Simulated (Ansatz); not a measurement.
NaH:
```xyz
2
Lattice="0.0000 2.3957 2.3957 2.3957 0.0000 2.3957 2.3957 2.3957 0.0000" Properties=species:S:1:pos:R:3 pbc="T T T"
Na     0.0000     0.0000     0.0000
H      2.3957     2.3957     2.3957
```

Relaxed with PBEsol. DFT-PBEsol in the program Ansatz with PAW potentials gives a gap of 3.61 eV.

What gap does HSE06 give on the same cell (Ansatz, PAW)?

4.85 eV, 1.25 eV more. The hybrid was solved on a coarser mesh and at special points; its gap is the smallest among all of these.

```
k  v1 PBEsol  c1 PBEsol  v1 HSE06  c1 HSE06
-  ---------  ---------  --------  --------
Γ      -3.79      10.65         …         …
X      -0.19       4.46         …         …
L      -0.91       3.61     -0.96      4.85
W       0.00       5.87         …         …
K      -0.12       5.16         …         …
```

Top valence (v1) and lowest conduction level (c1) in eV from each method's valence maximum (which need not be a listed point): supply the withheld HSE06 values.


- W, v1 HSE06: 0.00
- W, c1 HSE06: 7.20
- X, v1 HSE06: -0.19
- X, c1 HSE06: 5.72
- K, v1 HSE06: -0.13
- K, c1 HSE06: 6.46
- Γ, v1 HSE06: -4.02
- Γ, c1 HSE06: 12.23

Cost on shared cores: the PBEsol run (SCF on a 10×10×10 mesh, then bands and DOS) roughly 5 core-seconds, the HSE06 run (SCF on 7×7×7, then a few points) around 40 core-seconds (rough); the tasks are unlike.

Space group Fm-3m (rock salt). The PBEsol relaxation kept the symmetry of its start; of distortions, only those at the zone centre were tested.

Potentials: the later of the program's two PAW sets.
